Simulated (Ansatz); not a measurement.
The relaxed structure here is a generated cell of NbP: the first start was made by placing the elements on the sites of a structure type, and the end was not matched to a known phase here, so it may be hypothetical.

One starting cell of NbP (a generated trial cell of NbP in the FeB structure type) was relaxed twice with Ansatz (plane waves, PAW, scalar-relativistic): with r2SCAN at 500 eV and with PBE at 420 eV. The r2SCAN result:

```xyz
8
Lattice="5.9699 0.0000 0.0000 0.0000 4.3345 0.0000 0.0000 0.0000 4.6887" Properties=species:S:1:pos:R:3 pbc="T T T"
Nb     1.0978     1.0836     0.7069
Nb     1.8871     3.2509     3.0513
Nb     4.8720     3.2509     3.9818
Nb     4.0828     1.0836     1.6374
P      0.2381     1.0836     3.0943
P      2.7469     3.2509     0.7500
P      5.7318     3.2509     1.5944
P      3.2230     1.0836     3.9387
```

```
quantity                          r2SCAN         PBE
--------------------------------  ------  ----------
space group                         Pnma        Pnma
volume (Å³/atom)                   15.17  (withheld)
a (Å)                              5.970  (withheld)
b (Å)                              4.335  (withheld)
c (Å)                              4.689  (withheld)
gap (eV, no spin-orbit coupling)    0.00  (withheld)
```

Problem. What does PBE give for the same quantities?

Solution. 
- volume (Å³/atom), PBE: 15.24
- a (Å), PBE: 5.974
- b (Å), PBE: 4.331
- c (Å), PBE: 4.712
- gap (eV, no spin-orbit coupling), PBE: 0.00

Both levels end in the same structure; PBE's volume is within 0.5 % of r2SCAN's. Neither column is exact.

No spin polarisation in the result.

The run could not lose the symmetry of its start: the end is stationary, and may be a saddle point rather than a minimum.

Ansatz is an electronic-structure program.
